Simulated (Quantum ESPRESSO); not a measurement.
```
Ga2O3
1.0
    2.49947     1.44307     4.48129
   -2.49947     1.44307     4.48129
    0.00000    -2.88614     4.48129
O Ga
6 4
Direct
  0.75000   0.44722   0.05278
  0.25000   0.55278   0.94722
  0.05278   0.75000   0.44722
  0.94722   0.25000   0.55278
  0.44722   0.05278   0.75000
  0.55278   0.94722   0.25000
  0.85578   0.85578   0.85578
  0.14422   0.14422   0.14422
  0.64422   0.64422   0.64422
  0.35578   0.35578   0.35578
```

Cell and atoms were relaxed with PBEsol from Materials Project entry mp-1243, within its symmetry.

**Question.** What does PBE (stringent potentials; Quantum ESPRESSO, PseudoDojo norm-conserving, 114 Ry, without SOC) give for the electronic structure near the Fermi level?

**Answer.** The PBE gap is indirect, 2.82 eV, from 40 % of the way from Γ to X to Γ; the smallest direct gap is 3.07 eV. Spin-orbit splittings are left out.

This is not the ordinary phase of the substance.
